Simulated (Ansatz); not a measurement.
Each is relaxed and computed with r²SCAN in the plane-wave PAW code Ansatz. Which is the only metal?
(A) ZnGeAs2, chalcopyrite
(B) TiO2, P2_1/c (Ti on 4e, O on 4e, O on 4e)
(C) Ti5Ge4, Pnma (Pearson symbol oP36)
(D) BaTiO3, Amm2 (Ba on 2a, Ti on 2b, O on 4e, O on 2a)

C, Ti5Ge4, Pnma (Pearson symbol oP36). Ti5Ge4: metal; TiO2: gap 2.70 eV (indirect); BaTiO3: gap 2.66 eV (indirect); ZnGeAs2: gap 0.60 eV (direct). Not the usual ambient phase: TiO2, P2_1/c (Ti on 4e, O on 4e, O on 4e); BaTiO3, Amm2 (Ba on 2a, Ti on 2b, O on 4e, O on 2a). Standing as an ambient phase not checked: Ti5Ge4, Pnma (Pearson symbol oP36); ZnGeAs2, chalcopyrite. All cells were relaxed under the symmetry of their starts (and spin orders); stability against distortions was not tested throughout. Rows with no word on spin ran without spin polarisation. Scalar-relativistic: spin–orbit coupling is off unless named, which matters more the heavier the elements.

Potentials: the later of the program's two PAW sets.
